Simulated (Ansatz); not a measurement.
Scan of one atom of the cell for AlFe (CsCl type)

Relaxed AlFe (CsCl type):

```xyz
2
Lattice="2.8747 0.0000 0.0000 0.0000 2.8747 0.0000 0.0000 0.0000 2.8747" Properties=species:S:1:pos:R:3 pbc="T T T"
Al     0.0000     0.0000     0.0000
Fe     1.4374     1.4374     1.4374
```

In each cell atom 2 (Fe, nearest neighbour Al at 2.490 Å; its periodic images, 2.9 Å or more away, move with it) moves by s·(0.000, 0.000, 1.000) (along Cartesian z), the rest being held.

Level of theory: PBE (plane waves to 420 eV, PAW, scalar-relativistic; Ansatz, a quantum-chemistry and plane-wave program). k mesh 13×13×13 (Γ-centred), Fermi-Dirac smearing 0.05 eV. E stands for the smeared free energy. Compression counts positive. With partly filled bands, energies and forces of such displacements shift with the k mesh and the smearing. F∥ is the force on the atom along that direction. AlFe was relaxed with its symmetry unable to fall. Relaxed AlFe ends ferromagnetic. The magnetic order is the one the run started from; other orders were not tried. The zero of ΔE is the undisplaced structure.

| s (Å) | ΔE (meV/cell) | F∥ (eV/Å) | moment (μB/cell) | P (GPa) |
|---|---|---|---|---|
| -0.500 | 944 | 3.561 | 0.70 | 17.0 |
| -0.400 | 616 | 2.973 | 0.70 | 11.3 |
| -0.300 | 352 | 2.301 | 0.71 | 6.5 |
| -0.200 | 158 | 1.568 | 0.71 | 2.9 |
| -0.100 | 40 | 0.794 | 0.71 | 0.8 |
| 0.000 | 0 | 0.000 | 0.71 | 0.0 |
| 0.100 | 40 | -0.794 | 0.71 | 0.8 |
| 0.200 | 158 | -1.568 | 0.71 | 2.9 |
| 0.300 | 352 | -2.301 | 0.71 | 6.5 |
| 0.400 | 616 | -2.973 | 0.70 | 11.3 |
| 0.500 | 944 | -3.561 | 0.70 | 17.0 |

Summary:

- Energy at s = 0.500 Å: 944 meV/cell
- Force along the line at s = -0.500 Å: 3.56 eV/Å
- Symmetry of the curve: even: the same for both signs
- Shape of the curve: a single well with its minimum at or next to zero displacement
- Force constant k = d²E/ds² at s = 0 (finite differences): 7.97 eV/Å²
- Harmonic estimate at the end of the scan: ½ks² = 996 meV/cell against the computed 944 meV/cell, so the well is softer than harmonic there
- Zone-centre optical wavenumber from k: 345 cm⁻¹

(For displaced atoms, the force is minus the slope of the energy, and its curvature is a force constant, which sets phonon frequencies.)
